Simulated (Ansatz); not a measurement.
## MnS (P6_3mc): electronic heat capacity from the density of states

Method: Ansatz, DFT PBEsol, scalar-relativistic, plane waves, PAW.

Cutoff 420 eV; k points 12×12×8 on the computed 4-atom cell (Γ-centred); Gaussian smearing, width 0.10 eV; collinear spin from starting moments 4.49 4.49 0.14 0.14 μB.

Relaxed cell: P6_3mc, a = 3.933 Å, b = 3.933 Å, c = 6.336 Å, α = 90.00°, β = 90.00°, γ = 120.00°, 4 atoms in the primitive cell. This wurtzite form isn't the usual stable structure of the compound.

The density of states at the Fermi level is 2.073 states/eV in the cell of 4 atoms (2 formula units; both spins, tetrahedra on a 18×18×12 mesh). The run ends with a moment of 9.78 μB a cell (largest on a site 4.09 μB), and the figure is for this state; a paramagnetic sample can have a quite different one. Another magnetic order, if the compound takes it, can change N(E_F) and the shape of the cell a good deal, and may open a gap, where γ is close to zero.

Task: What Sommerfeld coefficient does this give?

Result: Per formula unit N(E_F) = 1.037 states/eV. γ = (π²/3) k_B² N(E_F) N_A = 2.357 mJ/(mol K²) per state/eV, so γ = 2.4 mJ/(mol K²), a mole of formula units. This is the bare band result: a measured γ of the same phase and magnetic order is as a rule larger by a factor 1 + λ from phonons and spin fluctuations. N(E_F) at one energy is sensitive to the mesh where the density of states has sharp peaks.

The run saw a state lower than the one given here. Moments started parallel, and an antiferromagnetic order may lie lower.

Only this magnetic start was tried.